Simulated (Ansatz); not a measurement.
Relaxed-ion elastic tensor of BRh (NiAs type, space group No. 194) in GPa (Voigt order), r²SCAN in the plane-wave PAW code Ansatz; density 9.35 g/cm³, 10.10 Å³ per atom.

```
457  218  250  0.0  0.0  0.0
218  457  250  0.0  0.0  0.0
250  250  327  0.0  0.0  0.0
0.0  0.0  0.0  162  0.0  0.0
0.0  0.0  0.0  0.0  162  0.0
0.0  0.0  0.0  0.0  0.0  120
```

Question: Is the crystal mechanically stable?

Answer: Yes: the smallest eigenvalue of C is 107 GPa.

Question: Work out the Voigt, Reuss and Hill averages.

Answer: K_V = 297, K_R = 291, K_H = 294; G_V = 123, G_R = 105, G_H = 114 GPa.

Question: Give Young's modulus, Poisson's ratio, Pugh's ratio and the universal anisotropy index.

Answer: E = 9KG/(3K + G) = 303 GPa; ν = 0.33; K/G = 2.57 (ductile by the Pugh limit of 1.75); A_U = 5G_V/G_R + K_V/K_R − 6 = 0.91.

Question: Estimate the sound speeds and the Debye temperature.

Answer: v_l = √((K + 4G/3)/ρ) = 6910 m/s, v_t = √(G/ρ) = 3490 m/s, mean 3920 m/s; Θ = (h/k)(3n/4πV)^(1/3) v_m = 540 K.

Question: Solve the Christoffel equation for the three sound speeds along x, y, z.

Answer: Eigenvalues of C_ijkl n_j n_l equal ρv². In km/s, slowest first: x 3.58, 4.16, 6.99; y 3.58, 4.16, 6.99; z 4.16, 4.16, 5.91.

Question: How much does each axis shrink under pressure?

Answer: Linear compressibilities β_i = Σ_j S_ij (j = 1 to 3): x 0.81, y 0.81, z 1.8 per TPa.

Space group P6_3/mmc (NiAs type). The workflow started from a Materials Project entry (that database holds measured and hypothetical structures alike); the Crystallography Open Database copy checked does not list it. Whether it is the stable phase at ambient conditions was not checked. The r²SCAN relaxation kept the symmetry of its start; whether a distortion lowers the energy is not shown. No spin polarisation was allowed. As this level gives no gap, shear constants depend on the k-mesh and smearing (Fermi–Dirac, 0.1 eV here).

Potentials: the later of the program's two PAW sets.
